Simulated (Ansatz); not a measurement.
Method: PBE, no spin polarisation; PAW, plane waves to 420 eV, 6×6×6 Γ-centred mesh, fermi-dirac occupations (width 0.1 eV) (Ansatz 0.2.0), atoms fixed.

Computed maps in the lattice plane spanned by a (left to right, 5.54 Å, 17 points from zero) and b (bottom to top, 5.54 Å, 17 points from zero), 120° apart, at height 0.231 along c. The fields are smooth PAW ones with compensation charges, not the true ones near nuclei.

Valence density. Digits on a logarithmic scale: 0 up to 0.03 e/Å³, each further digit a factor of 1.6, 9 from 1.3 e/Å³ up:
```
34445899986422233
44457999985323344
43458999964345655
43468998654578875
33357776545899985
32345555557999975
22234455569999964
32345555569999754
44566654568887665
56899754456679996
79999753345799997
89999642247999997
99998532359999997
99985322469999967
78754334569999656
55543356777765345
44434579986543233
```

Question: The cell is Lu2ZrTeO6. Which atoms lie within 0.2 Å of this plane, and where (fractions of a and b)?

Answer: O at (0.13, 0.28), O at (0.72, 0.62), O at (0.38, 0.87). The whole cell:
```
Lu Zr Te O
1.0
     5.54276    0.00000    0.00000
    -2.77138    4.80017    0.00000
    -2.77138    1.60006    4.94654
Lu Zr Te O
2 1 1 6
Direct
  0.29000 0.71000 0.87000
  0.76000 0.24000 0.28000
  0.99300 0.00700 0.97900
  0.50000 0.50000 0.50000
  0.12600 0.27800 0.23100
  0.72200 0.61700 0.23100
  0.38300 0.87400 0.23100
  0.22800 0.38600 0.72800
  0.61400 0.11400 0.72800
  0.88600 0.77200 0.72800
```

Origin: a known structure type with other elements, at an estimated volume, so it need not be a known compound. Caveats: many states at the Fermi level without spin polarisation, so a magnetic state may lie lower; atoms or cell far from equilibrium.
